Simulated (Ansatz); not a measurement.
## Surface calculation: fcc Pb (110), 5 layers

The slab is cut from the fcc crystal, the stable phase, as relaxed on PAW files (32.00 Å³/atom), with 16 Å of vacuum and a dipole correction:

```
Pb
1.0
     3.56346    0.00000    0.00000
     0.00000    5.03949    0.00000
     0.00000    0.00000   23.12690
Pb
5
Direct
  0.00000 0.00000 0.34592
  0.50000 0.50000 0.42296
  0.00000 0.00000 0.50000
  0.50000 0.50000 0.57704
  0.00000 0.00000 0.65408
```

All numbers are PBE results (scalar-relativistic) from Ansatz 0.2.0, with a Γ-centred 12×8×1 k mesh, Fermi–Dirac smearing of 0.1 eV, no spin polarisation. Methods: LAPW: all electrons, basis error target 1 meV/atom; PAW: frozen-core files, cutoff 420 eV.

The bulk energy comes from a cell in the slab's orientation on a 12×8×12 mesh. The surface energy is (E(slab) − N·E(bulk))/2A at zero smearing, the mean of both faces; thin slabs carry quantum-size effects.

Spin–orbit coupling is left out, which matters for the heavy atoms.

Question: As cut, the LAPW slab lies 0.873 eV above 5 atoms of bulk. What surface energy is that?

Answer: Over two faces of 17.96 Å² it is 24.3 meV/Å², and times 16.02 J/m² per eV/Å² that gives γ = 0.390 J/m².

```csv
method,γ as cut (J/m²),γ relaxed (J/m²),Φ as cut (eV),Φ relaxed (eV)
LAPW,0.390,0.331,3.65,3.66
PAW,0.390,0.331,3.65,3.66
```

Question: How do the spacings between the planes relax?

Answer: From the bottom face up: d12 -15.3 % of 1.782 Å, d23 +1.4 % of 1.782 Å, d34 +1.4 % of 1.782 Å, d45 -15.3 % of 1.782 Å.

Question: A field of 0.5 V/Å is applied along the normal, atoms held. What follows?

Answer: LAPW finds an induced dipole of 0.4832 e·Å a cell (PAW 0.4833), that is 9.74 Å for 4πα over the area, against 6.63 Å between the outer atoms.

Question: What changes if the images along the normal are cut off in place of the dipole correction?

Answer: LAPW then gives: no gap, work function 3.66 eV; PAW: no gap, work function 3.66 eV.

Question: A 4f core hole is made on one atom of each kind in every 1×1 cell (PAW hole dataset, neutral cell, valence without spin). What does it cost by layer?

Answer: layer 1 137.34 eV, layer 2 137.37 eV, layer 3 137.43 eV. Shifts between layers mean more than the absolute values, and a whole layer of holes screens otherwise than one hole.

Question: In the relaxed 1×1 cell, replace the outer, then the middle Pb by Bi, which changes a whole layer. What shift does this Z+1 picture give?

Answer: E(outer) − E(middle) = -0.09 eV by LAPW and -0.09 eV by PAW; a positive value puts the surface line at higher binding energy.
